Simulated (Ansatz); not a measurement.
Phonons of MoSi$_{2}$ (MoSi2 type, space group I4/mmm) at Γ, N = (0.5, 0.0, 0.0), X = (0.5, 0.5, 0.0), M = (0.5, 0.5, 0.5).

MoSi2 (MoSi2 type, space group I4/mmm)

```
MoSi2
1.0
   -1.60108     1.60108     3.90975
    1.60108    -1.60108     3.90975
    1.60108     1.60108    -3.90975
Mo Si
1 2
Direct
  0.00000   0.00000   0.00000
  0.33530   0.33530   0.00000
  0.66470   0.66470   0.00000
```

Computed with r2SCAN (plane waves to 500 eV, PAW, scalar-relativistic; Ansatz, a program for electronic structure). DFPT wavenumbers on a 14×14×14 k mesh, in cm⁻¹ and rounded to 5; i marks imaginary ones, q is in fractions of the reciprocal vectors of the cell shown, and the three acoustic modes at Γ are left out. MoSi2 is run without spin polarisation. MoSi2 was relaxed with its symmetry unable to fall. The PAW data are Ansatz's earlier set.

| q | wavenumbers (cm⁻¹) |
|---|---|
| Γ | 280 (×2), 325, 330 (×2), 440 |
| N = (0.5, 0.0, 0.0) | 195, 210, 260, 275, 290, 295, 305, 405, 435 |
| X = (0.5, 0.5, 0.0) | 210, 225, 270, 285, 290, 315, 380, 385, 400 |
| M = (0.5, 0.5, 0.5) | 190 (×2), 250 (×2), 260, 315 (×2), 365, 430 |

The structure shows no imaginary mode at these points (lowest 190 cm⁻¹ at M = (0.5, 0.5, 0.5)); other wave vectors were not tested.

Highest mode: 440 cm⁻¹ at Γ.
